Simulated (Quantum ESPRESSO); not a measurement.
## Si6AlN (input and log of a self-consistent run)

Simulated, not a measurement. The program is pw.x of Quantum ESPRESSO 7.5 (plane-wave density functional theory). The cell is made up: 8 atoms on a zincblende/diamond lattice, with randomly drawn elements, strain and displacements, not relaxed. PseudoDojo standard norm-conserving files (v0.5 for PBE, v0.4.1 for LDA and PBEsol) set the functional; there is no spin polarisation, spin-orbit coupling or dispersion term, and the masses in the input are unused placeholders.

Input:

```
&control calculation='scf', pseudo_dir='./dojo.nc.sr.pbe.v0_5.standard.upf', outdir='./o', disk_io='low', tprnfor=.true., tstress=.true. /
&system ibrav=0, nat=8, ntyp=3, nbnd=26, ecutwfc=84.00895049, nosym=.true., tot_charge=0,
 occupations='smearing', smearing='fd', degauss=0.0073498644
/
&electrons conv_thr=7.350e-09, electron_maxstep=60, /
ATOMIC_SPECIES
Al 1.0 Al.upf
N 1.0 N.upf
Si 1.0 Si.upf
CELL_PARAMETERS angstrom
5.5741 -0.0411 0.0369
-0.0411 5.5961 -0.0398
0.0369 -0.0398 5.5358
ATOMIC_POSITIONS angstrom
Si 0.0656 0.0302 -0.0423
Al 0.0129 2.7447 2.7085
Si 2.8016 -0.0757 2.8511
Si 2.741 2.7636 -0.0112
Si 1.4501 1.4069 1.392
Si 1.3527 4.1836 4.098
N 4.1356 1.3537 4.1588
Si 4.1463 4.2031 1.3462
K_POINTS automatic
6 6 6 1 1 1
```

The log is shortened where brackets say so; the opening notice, blank lines, dates and the lines on written files are dropped, and the path of the files is cut. It prints rydbergs, bohrs and kilobars, and counts compression as positive stress.

```
     Program PWSCF v.7.5
     Parallel version (MPI & OpenMP), running on       4 processor cores
     Number of MPI processes:                 4
     Threads/MPI process:                     1
     [start-up lines left out]
     bravais-lattice index     =            0
     lattice parameter (alat)  =      10.5340  a.u.
     unit-cell volume          =    1165.1253 (a.u.)^3
     number of atoms/cell      =            8
     number of atomic types    =            3
     number of electrons       =        32.00
     number of Kohn-Sham states=           26
     kinetic-energy cutoff     =      84.0090  Ry
     charge density cutoff     =     336.0358  Ry
     scf convergence threshold =      7.3E-09
     mixing beta               =       0.7000
     number of iterations used =            8  plain     mixing
     Exchange-correlation= PBE
                           (   1   4   3   4   0   0   0)
     [axes and pseudopotential details left out]
   Cartesian axes
     site n.     atom                  positions (alat units)
         1        Si     tau(   1) = (   0.0117681   0.0054176  -0.0075883  )
         2        Al     tau(   2) = (   0.0023142   0.4923782   0.4858842  )
         3        Si     tau(   3) = (   0.5025856  -0.0135800   0.5114655  )
         4        Si     tau(   4) = (   0.4917144   0.4957687  -0.0020092  )
         5        Si     tau(   5) = (   0.2601368   0.2523871   0.2497142  )
         6        Si     tau(   6) = (   0.2426640   0.7505058   0.7351499  )
         7        N      tau(   7) = (   0.7418950   0.2428434   0.7460569  )
         8        Si     tau(   8) = (   0.7438145   0.7540040   0.2414980  )
     number of k points=   108  Fermi-Dirac smearing, width (Ry)=  0.0073
     Number of k-points >= 100: set verbosity='high' to print them.
     Dense  grid:   121197 G-vectors     FFT dimensions: (  64,  64,  64)
     Estimated max dynamical RAM per process >     303.69 MB
     Estimated total dynamical RAM >       1.10 GB
     Initial potential from superposition of free atoms
     starting charge      31.9939, renormalised to      32.0000
     Starting wfcs are   32 randomized atomic wfcs
     total cpu time spent up to now is        4.7 secs
     per-process dynamical memory:   256.5 Mb
     Self-consistent Calculation
     iteration #  1     ecut=    84.01 Ry     beta= 0.70
     Davidson diagonalization with overlap
     ethr =  1.00E-02,  avg # of iterations =  3.5
     total cpu time spent up to now is       15.6 secs
     total energy              =     -75.63393612 Ry
     estimated scf accuracy    <       0.60296307 Ry
     iteration #  2     ecut=    84.01 Ry     beta= 0.70
     Davidson diagonalization with overlap
     ethr =  1.88E-03,  avg # of iterations =  4.3
     total cpu time spent up to now is       24.9 secs
     total energy              =     -75.38288002 Ry
     estimated scf accuracy    <       3.63605652 Ry
     iteration #  3     ecut=    84.01 Ry     beta= 0.70
     Davidson diagonalization with overlap
     ethr =  1.88E-03,  avg # of iterations =  3.0
     total cpu time spent up to now is       34.1 secs
     total energy              =     -75.89724148 Ry
     estimated scf accuracy    <       0.06719762 Ry
     iteration #  4     ecut=    84.01 Ry     beta= 0.70
     Davidson diagonalization with overlap
     ethr =  2.10E-04,  avg # of iterations =  4.2
     total cpu time spent up to now is       43.7 secs
     total energy              =     -75.91129806 Ry
     estimated scf accuracy    <       0.00736452 Ry
     iteration #  5     ecut=    84.01 Ry     beta= 0.70
     Davidson diagonalization with overlap
     c_bands:  1 eigenvalues not converged
     ethr =  2.30E-05,  avg # of iterations =  8.4
     total cpu time spent up to now is       56.1 secs
     total energy              =     -75.91231591 Ry
     estimated scf accuracy    <       0.00220584 Ry
     iteration #  6     ecut=    84.01 Ry     beta= 0.70
     Davidson diagonalization with overlap
     ethr =  6.89E-06,  avg # of iterations =  4.0
     total cpu time spent up to now is       65.3 secs
     total energy              =     -75.91267738 Ry
     estimated scf accuracy    <       0.00014696 Ry
     iteration #  7     ecut=    84.01 Ry     beta= 0.70
     Davidson diagonalization with overlap
     ethr =  4.59E-07,  avg # of iterations =  3.5
     total cpu time spent up to now is       74.5 secs
     total energy              =     -75.91270562 Ry
     estimated scf accuracy    <       0.00000681 Ry
     iteration #  8     ecut=    84.01 Ry     beta= 0.70
     Davidson diagonalization with overlap
     ethr =  2.13E-08,  avg # of iterations =  3.3
     total cpu time spent up to now is       83.9 secs
     total energy              =     -75.91270857 Ry
     estimated scf accuracy    <       0.00000222 Ry
     iteration #  9     ecut=    84.01 Ry     beta= 0.70
     Davidson diagonalization with overlap
     ethr =  6.95E-09,  avg # of iterations =  2.0
     total cpu time spent up to now is       92.0 secs
     total energy              =     -75.91270898 Ry
     estimated scf accuracy    <       0.00000040 Ry
     iteration # 10     ecut=    84.01 Ry     beta= 0.70
     Davidson diagonalization with overlap
     ethr =  1.25E-09,  avg # of iterations =  1.9
     total cpu time spent up to now is       99.5 secs
     total energy              =     -75.91270902 Ry
     estimated scf accuracy    <       0.00000005 Ry
     iteration # 11     ecut=    84.01 Ry     beta= 0.70
     Davidson diagonalization with overlap
     ethr =  1.70E-10,  avg # of iterations =  2.0
     total cpu time spent up to now is      107.9 secs
     End of self-consistent calculation
     Number of k-points >= 100: set verbosity='high' to print the bands.
     the Fermi energy is     4.4458 ev
!    total energy              =     -75.91270903 Ry
     estimated scf accuracy    <          1.9E-09 Ry
     smearing contrib. (-TS)   =      -0.00365671 Ry
     internal energy E=F+TS    =     -75.90905232 Ry
     The total energy is F=E-TS. E is the sum of the following terms:
     one-electron contribution =       5.41075087 Ry
     hartree contribution      =      10.57854550 Ry
     xc contribution           =     -25.96855107 Ry
     ewald contribution        =     -65.92979763 Ry
     convergence has been achieved in  11 iterations
     Forces acting on atoms (cartesian axes, Ry/au):
     atom    1 type  3   force =    -0.05091003    0.02767320    0.00226447
     atom    2 type  1   force =    -0.06905620   -0.01958668    0.03713255
     atom    3 type  3   force =     0.04387214    0.06038512    0.00707018
     atom    4 type  3   force =     0.04382879   -0.01437629   -0.04426151
     atom    5 type  3   force =     0.00931801   -0.03902241   -0.00953524
     atom    6 type  3   force =     0.01793554   -0.01405127    0.02017655
     atom    7 type  2   force =    -0.00417014   -0.00167508   -0.00525455
     atom    8 type  3   force =     0.00918189    0.00065341   -0.00759246
     Total force =     0.149729     Total SCF correction =     0.000045
     Computing stress (Cartesian axis) and pressure
          total   stress  (Ry/bohr**3)                   (kbar)     P=      -83.33
  -0.00057611   0.00001468  -0.00009117          -84.75        2.16      -13.41
   0.00001468  -0.00058072   0.00008146            2.16      -85.43       11.98
  -0.00009117   0.00008146  -0.00054261          -13.41       11.98      -79.82
     init_run     :      4.56s CPU      4.70s WALL (       1 calls)
     electrons    :    102.85s CPU    103.12s WALL (       1 calls)
     forces       :      1.47s CPU      1.48s WALL (       1 calls)
     stress       :      5.09s CPU      5.09s WALL (       1 calls)
     [timing details left out]
     PWSCF        :   1m54.04s CPU   1m54.51s WALL
     JOB DONE.
```

In other units: free energy -1032.845 eV for the cell, pressure -8.33 GPa, largest force component 1.776 eV/Å. A rerun of this cell at 1437 eV and a 8 x 8 x 8 mesh moved values by no more than 0.008 eV in energy, 0.03 GPa in stress and 0.011 eV/Å in force.